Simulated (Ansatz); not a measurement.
**HgTe: zone-centre modes at 18 GPa**

Computed with DFT LDA, scalar-relativistic, plane waves, PAW in Ansatz 0.2.0. Settings: 420 eV plane-wave cutoff, Γ-centred 12×12×12 mesh, Fermi-Dirac smearing of 0.15 eV. No spin polarisation. Phonons by linear response, acoustic sum rule imposed.

The cell, relaxed at 18 GPa:
```yaml
crystal:
  lattice:
    - [0.00000, 2.99228, 2.99228]
    - [2.99228, 0.00000, 2.99228]
    - [2.99228, 2.99228, 0.00000]
  atoms:
    - { symbol: Hg, position: [0.00000, 0.00000, 0.00000] }
    - { symbol: Te, position: [0.75000, 0.75000, 0.75000] }
```

In a metal, frequencies and elastic constants depend on the k mesh and the smearing, soft modes and shear constants most. Spin–orbit coupling is left out, which can shift energies with elements as heavy as these.

Optical modes at Γ; i marks an imaginary frequency:
```json
{"frequency (THz)": "5.37", "degeneracy": "3"}
```

All 3 optical modes at Γ are real: no displacement of atoms at fixed cell lowers the energy to second order. Strains and modes at other wave vectors aren't tested by this run.

The bands only touch here, so at this level the crystal is a zero-gap semiconductor or semimetal, not an ordinary metal; spin–orbit coupling, left out, can open or move such a gap.

Cost: 1 run of about 0.55 core-minutes, on Intel Xeon 6975P-C (Granite Rapids) (shared hosts).